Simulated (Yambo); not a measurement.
```
TlAlF4
1.0
    3.70112     0.00000     0.00000
    0.00000     3.70112     0.00000
    0.00000     0.00000     6.43329
F Al Tl
4 1 1
Direct
  0.00000   0.00000   0.72297
  0.00000   0.00000   0.27703
  0.50000   0.00000   0.00000
  0.00000   0.50000   0.00000
  0.00000   0.00000   0.00000
  0.50000   0.50000   0.50000
```

Response from Yambo on norm-conserving PBEsol (Quantum ESPRESSO, 84 Ry, without SOC) bands: 10×10×6 mesh, 69 bands, 3 Ry local-field block, 0.2 eV broadening.

Problem. Give the static electronic dielectric constant without and with local fields along each axis.

Solution. 
| field along | ε(0), independent particles | ε(0), RPA with local fields | refractive index √ε |
|---|---|---|---|
| x | 3.17 | 2.72 | 1.65 |
| z | 2.89 | 2.39 | 1.55 |
Electronic (clamped-ion) response only. Spin-orbit coupling, left out here, changes gap and response of such heavy elements. Convergence of the RPA response with its 10×10×6 mesh was not tested. x, y and z are Cartesian axes of the cell as given.

Geometry relaxed with PBE+D3(BJ).
